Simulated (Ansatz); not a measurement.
Ansatz (a first-principles code) input:

Ansatz 0.2 input:
```yaml
crystal:
  lattice:
    - [0.0, 2.7968357056, 2.7968357056]
    - [2.7968357056, 0.0, 2.7968357056]
    - [2.7968357056, 2.7968357056, 0.0]
  atoms:
    - { symbol: S, position: [0.75, 0.75, 0.75] }
    - { symbol: Mg, position: [0.0, 0.0, 0.0] }
kpoints:
  mp_grid: { grid: [9, 9, 9] }
hamiltonian:
  xc: lda
  pseudopotentials: { kind: paw }
scf:
  occupations: { method: fixed }
elastic: { mode: relaxed_ion, stencil: two_point, amplitude: 0.005, f_tol: 0.0005 }
output: { polarization: {} }
```

Output (shortened):

```
Pseudopotential: S, paw, valence charge 6
Pseudopotential: Mg, paw, valence charge 10
Functional definition: SPW92
Crystal: 2 atoms, lattice volume = 43.755 Å³
Basis set: ecut = 420 eV, 869 PW (Γ)
Bands: 12, of which v1, the nominal top of the filled ones, is band 8 counted from 1 (7 counted from 0)
Symmetry: 24 space group operations
Space group: F-43m (ITA 216), of the structure as read, at distance tolerance 3.5e-5 Å
k-points: 35 of 729 (time reversal used)
SCF 1 converged in 9 iterations: F = -2774.004899 eV  dr2 = 9.95e-15
Crystal: 2 atoms, lattice volume = 43.537 Å³
Symmetry: 8 space group operations
k-points: 75 of 729 (time reversal used)
SCF 2 converged in 8 iterations: F = -2774.004636 eV  dr2 = 2.66e-15
Crystal: 2 atoms, lattice volume = 43.974 Å³
SCF 3 converged in 8 iterations: F = -2774.004651 eV  dr2 = 5.44e-15
Crystal: 2 atoms, lattice volume = 43.755 Å³
Symmetry: 4 space group operations
k-points: 125 of 729 (time reversal used)
SCF 4 converged in 9 iterations: F = -2774.004707 eV  dr2 = 1.78e-14
relax step   1: F+E_penalty+E_count = -2774.00470718 eV  Δ(F+E_penalty+E_count) = +0.000e0 eV  max|allowed force component| = 3.334e-2 eV/Å  Δτ_max = 0.0000 Å  (9 SCF iters, accepted)
Crystal: 2 atoms, lattice volume = 43.755 Å³
SCF 5 converged in 7 iterations: F = -2774.004772 eV  dr2 = 2.19e-14
relax step   2: F+E_penalty+E_count = -2774.00477221 eV  Δ(F+E_penalty+E_count) = -6.503e-5 eV  max|allowed force component| = 1.822e-2 eV/Å  Δτ_max = 0.0013 Å  (7 SCF iters, accepted)
Crystal: 2 atoms, lattice volume = 43.755 Å³
SCF 6 converged in 7 iterations: F = -2774.004800 eV  dr2 = 1.57e-14
relax step   3: F+E_penalty+E_count = -2774.00479989 eV  Δ(F+E_penalty+E_count) = -2.768e-5 eV  max|allowed force component| = 1.579e-6 eV/Å  Δτ_max = 0.0015 Å  (7 SCF iters, accepted)
Crystal: 2 atoms, lattice volume = 43.755 Å³
SCF 7 converged in 2 iterations: F = -2774.004800 eV  dr2 = 2.97e-15
Crystal: 2 atoms, lattice volume = 43.755 Å³
SCF 8 converged in 9 iterations: F = -2774.004707 eV  dr2 = 1.78e-14
relax step   1: F+E_penalty+E_count = -2774.00470717 eV  Δ(F+E_penalty+E_count) = +0.000e0 eV  max|allowed force component| = 3.334e-2 eV/Å  Δτ_max = 0.0000 Å  (9 SCF iters, accepted)
Crystal: 2 atoms, lattice volume = 43.755 Å³
SCF 9 converged in 7 iterations: F = -2774.004772 eV  dr2 = 2.00e-14
relax step   2: F+E_penalty+E_count = -2774.00477220 eV  Δ(F+E_penalty+E_count) = -6.503e-5 eV  max|allowed force component| = 1.822e-2 eV/Å  Δτ_max = 0.0013 Å  (7 SCF iters, accepted)
Crystal: 2 atoms, lattice volume = 43.755 Å³
SCF 10 converged in 7 iterations: F = -2774.004800 eV  dr2 = 1.51e-14
relax step   3: F+E_penalty+E_count = -2774.00479988 eV  Δ(F+E_penalty+E_count) = -2.768e-5 eV  max|allowed force component| = 1.576e-6 eV/Å  Δτ_max = 0.0015 Å  (7 SCF iters, accepted)
Crystal: 2 atoms, lattice volume = 43.755 Å³
SCF 11 converged in 2 iterations: F = -2774.004800 eV  dr2 = 2.88e-15
SCF converged after 9 iterations
Free energy (F): -2774.004899 eV
Harris-Foulkes:  -2774.004899 eV  (|F-HF|=4.55e-13)
Internal energy: -2774.004899 eV  (E = F + TS)
E sigma→0 (E₀):  -2774.004899 eV
Fermi energy:    3.226350 eV
--- Per-component energies (eV) ---
  E_band       = -366.691128
  E_kinetic    = 185.157112
  E_local      = -1867.879902  (includes V_loc(G=0)·N_el)
  E_nonlocal   = 125.514477
  E_hartree    = 675.439896
  E_xc         = -126.111917
  E_vxc        = -126.550870  (∫ρ·V_xc dr)
  E_paw        = -839.980899  (= ΣΔE_a)
  E_vpaw       = -33.811741  (= ΣTr[D̂ρ^β])
  E_aug_tail   = 0.000002  (compensation charges beyond the density's cutoff)
  E_ewald      = -926.447346
  E_core_change = 0.303677  (= ΣΔE_core)
  E_smearing   =  0.000000  (= −TS)
  E_closure    = 0.000000  (closes the sum)
  Σ components = -2774.004899   (vs F -2774.004899, Δ=0.00e0)
--- Forces (eV/Å), atoms counted from 1 ---
  atom   1  S      0.00000000     0.00000000     0.00000000
  atom   2  Mg     0.00000000     0.00000000     0.00000000
  max |Σ_I F_I| component: 1.25e-16 eV/Å
--- Stress (GPa, compression-positive) ---
        0.004725       0.000000       0.000000
        0.000000       0.004725       0.000000
        0.000000       0.000000       0.004725
  P = ⅓ Tr σ = 0.0047 GPa (0.047 kbar)
--- Band table (eV; the first three rows and the last of 35) ---
  k-point 0: bands = ["-69.7492", "-37.1776", "-37.1776", "-37.1776", "-8.1513", "3.2263", "3.2263", "3.2263", "6.5920", "11.0573", "11.0573", "11.0573"]
  k-point 1: bands = ["-69.7492", "-37.1780", "-37.1777", "-37.1777", "-8.0746", "2.6237", "3.1811", "3.1811", "7.1657", "10.9005", "11.2094", "11.2094"]
  k-point 2: bands = ["-69.7491", "-37.1790", "-37.1778", "-37.1778", "-7.8680", "1.5215", "3.0732", "3.0732", "7.9998", "10.8658", "11.3189", "11.3189"]
  k-point 34: bands = ["-69.7490", "-37.1802", "-37.1794", "-37.1788", "-7.1538", "0.7137", "1.3085", "1.9424", "8.5770", "10.7889", "11.0984", "12.3813"]
--- Elastic constants: 2 strain directions × 2 members + reference (group order 24) ---
  dense FFT box of the reference and of every strained cell: 27×27×27
  strains applied: 11, 23; error gains: componentwise 1.00 (the most a stress slope's error grows in a printed constant), spectral 1.73 (1 for all six strains …
  C = ∂σ_k/∂η_j (tension-positive GPa; Voigt order 11 22 33 23 13 12):
        74.747     54.911     54.911      0.000      0.000      0.000
        54.911     74.747     54.911      0.000      0.000      0.000
        54.911     54.911     74.747      0.000      0.000      0.000
         0.000      0.000      0.000     28.896      0.000      0.000
         0.000      0.000      0.000      0.000     28.896      0.000
         0.000      0.000      0.000      0.000      0.000     28.896
  reference stress σ⁰ (GPa):     -0.005     -0.005     -0.005      0.000      0.000      0.000
  moduli (Voigt/Reuss/Hill, GPa): K = 61.52/61.52/61.52   G = 21.30/16.37/18.84   E = 51.28   ν = 0.361
  mechanically stable: yes (min eigenvalue of sym C = 19.84 GPa)
  e, the proper piezoelectric tensor (elastic.mode: relaxed_ion; C/m²; rows x y z; Voigt order 11 22 33 23 13 12):
       0.00000    0.00000    0.00000   -0.33910    0.00000    0.00000
       0.00000    0.00000    0.00000    0.00000   -0.33910    0.00000
       0.00000    0.00000    0.00000    0.00000    0.00000   -0.33910
  ±, each entry's uncertainty from the finite density of the strings (C/m²), an estimate: the size of the correction for it that the entry includes:
       0.00000    0.00000    0.00000    0.00137    0.00000    0.00000
       0.00000    0.00000    0.00000    0.00000    0.00137    0.00000
       0.00000    0.00000    0.00000    0.00000    0.00000    0.00137
  strain η (Voigt 11):  stress-route row diagonal C_11 = 74.75 GPa, energy-path curvature d²(F+E_count+ΔE)/dδ²/Ω₀ = 74.75 GPa
         δ    σ_11 (GPa)             F (eV)   n_scf  n_hpsi   n_pw
    -5.000e-3      -0.3793       -2774.0046360       8   18901    881   relax 0 steps, max|allowed force component| 6.94e-17 eV/Å
     5.000e-3       0.3682       -2774.0046509       8   18792    889   relax 0 steps, max|allowed force component| 6.94e-17 eV/Å
  strain η (Voigt 23):  stress-route row diagonal C_44 = 28.90 GPa, energy-path curvature d²(F+E_count+ΔE)/dδ²/Ω₀ = 28.90 GPa
         δ    σ_23 (GPa)             F (eV)   n_scf  n_hpsi   n_pw
    -5.000e-3      -0.1445       -2774.0047999       2   14074    883   relax 3 steps, max|allowed force component| 1.58e-6 eV/Å
     5.000e-3       0.1445       -2774.0047999       2   14066    883   relax 3 steps, max|allowed force component| 1.58e-6 eV/Å
--- Formal polarisation (Berry phase): one branch of a lattice of values; only differences between neighbouring runs are physical ---
  axis  mesh            electronic          ionic      p = total  spread (rad)  least overlap  resolved gap  δp at fixed H ≤   (phases in cycles; p mod 2 …
  b1    9×9×9           0.00000000     4.50000000     4.50000000      0.008288         0.9298        3.3656           2.8e-6
  b2    9×9×9           0.00000000     4.50000000     4.50000000      0.008288         0.9298        3.3656           2.8e-6
  b3    9×9×9           0.00000000     4.50000000     4.50000000      0.008288         0.9298        3.3656           2.8e-6
  quantum along a1:   0.18079278 e/Å² =   289.661971 µC/cm²
  quantum along a2:   0.18079278 e/Å² =   289.661971 µC/cm²
  quantum along a3:   0.18079278 e/Å² =   289.661971 µC/cm²
  P = (  0.57527911,   0.57527911,   0.57527911) e/Å² = (  921.698746,   921.698746,   921.698746) µC/cm²  (mod the quanta)
```

Cost: around 40 core-seconds (rough) on shared cores.

The cell is a constructed one: a structure type filled with these elements; the Crystallography Open Database copy checked does not list it. COD files the formula under space group No. 225, so this cell is another polymorph or a model. Whether it is the stable phase at ambient conditions was not checked. Symmetry was held in the LDA relaxation; phonons on a q-mesh show no instability.

Potentials: the later of the program's two PAW sets.

Ansatz is a plane-wave DFT program.
